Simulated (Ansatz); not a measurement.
NaCl:
```xyz
2
Lattice="3.4469 0.0000 0.0000 0.0000 3.4469 0.0000 0.0000 0.0000 3.4469" Properties=species:S:1:pos:R:3 pbc="T T T"
Na     0.0000     0.0000     0.0000
Cl     1.7235     1.7235     1.7235
```

Relaxed with PBEsol.

Problem. Give the optical modes at the zone centre with their infrared activity from DFPT, PBEsol (plane waves, PAW; program Ansatz).

Solution. Transverse frequencies, without the LO–TO term; a row sums one degenerate level.

| ω (cm⁻¹) | degeneracy | IR ((D/Å)²/amu) | activity | symmetry |
|---|---|---|---|---|
| 98 | 3 | 6.89 | IR | T1u |

Problem. How high does the top mode go among those that the LO–TO term moves?

Solution. 229 cm⁻¹ for q along x.

Space group Pm-3m (CsCl type). This is a known high-pressure phase of the composition, computed here at zero pressure and temperature. The cell was relaxed with PBEsol under the symmetry of its start. At this level the phase is dynamically unstable (imaginary phonons).

Potentials: the later of the program's two PAW sets.
